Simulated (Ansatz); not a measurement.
## ScGePd: do energies and stresses tell the same story?

The calculation used DFT PBEsol, scalar-relativistic, plane waves, PAW in Ansatz.

Settings: cutoff 420 eV, Γ-centred mesh 6×6×10 on the computed 9-atom cell, Gaussian smearing of 0.10 eV; no spin polarisation.

Relaxed cell: P-62m, a = 6.652 Å, b = 6.652 Å, c = 3.921 Å, α = 90.00°, β = 90.00°, γ = 120.00°, 9 atoms in the primitive cell. Whether it is the stable form of this composition wasn't checked.

Energies at zero smearing and pressures from the stress tensor, at volumes with shape and atoms relaxed:
```tsv
V (Å³/atom)	E − E(first) (meV/atom)	P (GPa)
15.693	0.00	9.69
16.194	-21.80	4.44
16.695	-28.51	0.01
17.196	-22.46	-3.74
17.697	-5.65	-6.90
```

Check P = −dE/dV between neighbouring volumes, and get the bulk modulus from the pressures alone.

With 1 eV/Å³ = 160.2 GPa:
```
middle V (Å³/atom)  −ΔE/ΔV (GPa) mean P (GPa)
            15.944         6.974         7.064
            16.445         2.146         2.224
            16.945        -1.934        -1.865
            17.446        -5.378        -5.318
```

The two differ by 0.09 GPa at most. The mean of two end pressures misses the average over a step by about ΔV² P″/12, up to 0.07 GPa here; with that taken off 0.02 GPa remains. Around V = 16.695 Å³/atom, the two neighbours give B = −V ΔP/ΔV = 16.695 × 8.18 / 1.002 = 136.3 GPa, against B0 = 135.6 GPa from the Birch–Murnaghan fit of the energies.

Cost: 6 runs of about 10 core-minutes in all, on Intel Xeon 6975P-C (Granite Rapids) (shared hosts).